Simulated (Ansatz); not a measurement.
Ni (fcc, Cu type), scan of one atom of the cell

Relaxed Ni (fcc, Cu type):

```xyz
4
Lattice="3.5184 0.0000 0.0000 0.0000 3.5184 0.0000 0.0000 0.0000 3.5184" Properties=species:S:1:pos:R:3 pbc="T T T"
Ni     0.0000     0.0000     0.0000
Ni     1.7592     1.7592     0.0000
Ni     1.7592     0.0000     1.7592
Ni     0.0000     1.7592     1.7592
```

In this cell atom 3 (Ni, nearest neighbour Ni at 2.488 Å; its periodic images, 3.5 Å or more away, move with it) is moved by s along Cartesian z, unit vector (0.000, 0.000, 1.000); all other atoms and the cell stay fixed.

Computed with PBE (plane waves to 420 eV, PAW, scalar-relativistic; Ansatz, a first-principles code). k mesh 11×11×11 (Γ-centred), Fermi-Dirac smearing 0.05 eV. Energies are smeared free energies. Compression counts positive. With partly filled bands, energies and forces of such displacements shift with the k mesh and the smearing. F∥ is the force on the atom along that direction. On this mesh the relaxed cell isn't quite at rest: it carries a pressure of 0.1 GPa (compression positive) at the zero of the scan. Ni was relaxed with its symmetry unable to fall. Relaxed Ni ends ferromagnetic. Other magnetic orders were not checked, so this need not be the ground state. ΔE is measured from the undisplaced structure.

```csv
s (Å),ΔE (meV/cell),F∥ (eV/Å),moment (μB/cell),P (GPa)
-0.500,1243,5.291,2.56,15.0
-0.400,776,4.062,2.56,9.6
-0.300,428,2.932,2.56,5.4
-0.200,187,1.895,2.57,2.5
-0.100,46,0.927,2.57,0.7
0.000,0,0.000,2.57,0.1
0.100,46,-0.927,2.57,0.7
0.200,187,-1.895,2.57,2.5
0.300,428,-2.932,2.56,5.4
0.400,776,-4.062,2.56,9.6
0.500,1243,-5.291,2.56,15.0
```

Read from the data:

The energy at s = 0.500 Å is 1243 meV/cell and the force along the line at s = -0.500 Å is 5.29 eV/Å. The force constant k = d²E/ds² at s = 0 (finite differences) comes out as 9.21 eV/Å². Symmetry of the curve: even: the same for both signs. Shape of the curve: a single well with its minimum at or next to zero displacement. Harmonic estimate at the end of the scan: ½ks² = 1151 meV/cell against the computed 1243 meV/cell, so the well is stiffer than harmonic there.

(A displaced cell: forces are minus the slopes of the energy, force constants its curvatures, and phonons follow from these.)
